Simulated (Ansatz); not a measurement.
GePt:
```cif
data_Ge4Pt4
_chemical_formula_sum 'Pt4 Ge4'
_space_group_name_H-M_alt 'P 1'
_space_group_IT_number 1
_cell_length_a 5.73849
_cell_length_b 3.71572
_cell_length_c 6.06531
_cell_angle_alpha 90.000
_cell_angle_beta 90.000
_cell_angle_gamma 90.000
loop_
_space_group_symop_operation_xyz
  'x, y, z'
loop_
_atom_site_label
_atom_site_type_symbol
_atom_site_fract_x
_atom_site_fract_y
_atom_site_fract_z
_atom_site_occupancy
Pt1 Pt 0.50092 0.25000 0.69083 1
Pt2 Pt 0.00092 0.25000 0.80917 1
Pt3 Pt 0.49908 0.75000 0.30917 1
Pt4 Pt 0.99908 0.75000 0.19083 1
Ge1 Ge 0.68456 0.25000 0.08907 1
Ge2 Ge 0.18456 0.25000 0.41093 1
Ge3 Ge 0.31544 0.75000 0.91093 1
Ge4 Ge 0.81544 0.75000 0.58907 1
```

Relaxed with PBEsol.

Q: Which orbitals make up the states near the Fermi level in PBEsol (plane waves, PAW; program Ansatz)?

A: Within 0.5 eV of the Fermi level: Pt 5d 43 %, Ge 4p 32 %, Ge 4s 17 %. Projections are on Löwdin-orthogonalised atomic valence shells; empty p or d shells of many metals are not among them.

Q: Tabulate the density of states.

A: States/eV per cell of 8 atoms, in 0.25 eV bins, energy from the Fermi level.

```
E (eV)  total  Pt 5d  Ge 4p  Pt 6s
------  -----  -----  -----  -----
-7.85    0.02   0.01   0.01   0.00
-7.60    0.61   0.22   0.25   0.10
-7.35    2.05   0.73   0.86   0.33
-7.10    3.39   1.22   1.42   0.52
-6.85    4.49   1.94   1.76   0.53
-6.60    5.96   2.90   2.22   0.55
-6.35    5.16   2.59   1.91   0.44
-6.10    5.43   3.13   1.72   0.35
-5.85    4.91   3.35   1.21   0.18
-5.60    9.76   7.35   1.91   0.29
-5.35   11.95   9.58   1.82   0.30
-5.10   11.62   9.39   1.71   0.23
-4.85   10.62   8.43   1.73   0.19
-4.60    6.71   5.26   1.14   0.12
-4.35   10.82   8.71   1.60   0.14
-4.10    9.68   7.78   1.47   0.15
-3.85   10.00   8.14   1.42   0.16
-3.60    9.29   7.50   1.37   0.15
-3.35    7.08   5.90   0.84   0.15
-3.10   13.37  11.74   1.05   0.29
-2.85    7.30   6.39   0.57   0.17
-2.60    9.28   7.93   0.82   0.20
-2.35    4.09   2.99   0.78   0.09
-2.10    5.22   3.56   1.11   0.11
-1.85    5.00   2.89   1.40   0.13
-1.60    4.34   2.06   1.64   0.14
-1.35    3.52   1.46   1.53   0.09
-1.10    2.18   0.87   0.98   0.06
-0.85    1.90   0.96   0.66   0.08
-0.60    2.29   1.16   0.70   0.10
-0.35    2.04   0.98   0.62   0.08
-0.10    1.95   0.88   0.62   0.08
0.15     2.10   0.88   0.70   0.08
0.40     2.72   1.06   0.91   0.13
0.65     3.41   1.22   1.19   0.22
0.90     3.46   1.11   1.31   0.27
1.15     3.24   0.96   1.30   0.26
1.40     3.54   0.97   1.53   0.32
1.65     3.31   0.80   1.56   0.34
1.90     3.60   0.82   1.83   0.33
2.15     3.56   0.73   1.89   0.34
2.40     3.42   0.66   1.82   0.37
2.65     2.77   0.48   1.48   0.38
2.90     2.69   0.43   1.46   0.42
3.15     4.10   0.67   2.28   0.61
3.40     4.56   0.68   2.69   0.59
3.65     3.87   0.53   2.32   0.50
3.90     3.15   0.41   1.82   0.51
4.15     3.81   0.47   2.30   0.55
4.40     3.41   0.41   2.03   0.49
4.65     3.55   0.40   2.13   0.48
```

Space group Pnma. The cell was relaxed with PBEsol under the symmetry of its start. No spin polarisation was allowed. Spin–orbit coupling is left out wherever it is not named.

Potentials: the later of the program's two PAW sets.
